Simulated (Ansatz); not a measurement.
## Property card for La2ZrO3

Computed with Ansatz, DFT PBE, scalar-relativistic, plane waves, PAW.

Cutoff 420 eV; k points 10×10×6 on the computed 6-atom cell (Γ-centred); Gaussian smearing, width 0.10 eV; no spin polarisation.

The structure is relaxed at this level of theory with its symmetry kept, and needn't be the ground state of this composition.

Space group Cmmm (No. 65), orthorhombic, a = 3.716 Å, b = 13.285 Å, c = 7.959 Å. Around La lie 4 O at 2.63 Å and 1 La at 2.82 Å; around Zr lie 2 O at 1.86 Å; O on a site of symmetry mm2 is surrounded by 1 O at 2.43 Å, 4 La at 2.63 Å and 1 O at 2.76 Å; O on a site of symmetry mmm has 2 Zr at 1.86 Å and 2 O at 2.76 Å.

```json
{"Volume per atom": "220.9 bohr³", "Formation energy from the elements' standard states (uncorrected)": "-1.180 eV/atom", "Kohn–Sham band gap": "none (metal)", "Density of states at the Fermi level": "6.6 states/eV per cell", "Orbital (Löwdin) character within 0.5 eV of the Fermi level": "Zr 4d 36 %, La 5d 34 %, Zr 5s 9 %", "Bader charge by site (e)": "La (2 in the cell) 1.14, Zr (1 in the cell) 1.62, O (2 in the cell) -1.30, O (1 in the cell) -1.31"}
```

Spin-orbit coupling is left out, which matters for the bands of heavy elements.

Another cell of La2ZrO3 relaxed alike, in P-3m1, lies 1.46 eV/atom lower, so this cell isn't the stable form at this level.

The cell was found from a structure generator's guess, not taken from experiment. Löwdin shares on free-atom orbitals overweight diffuse shells.
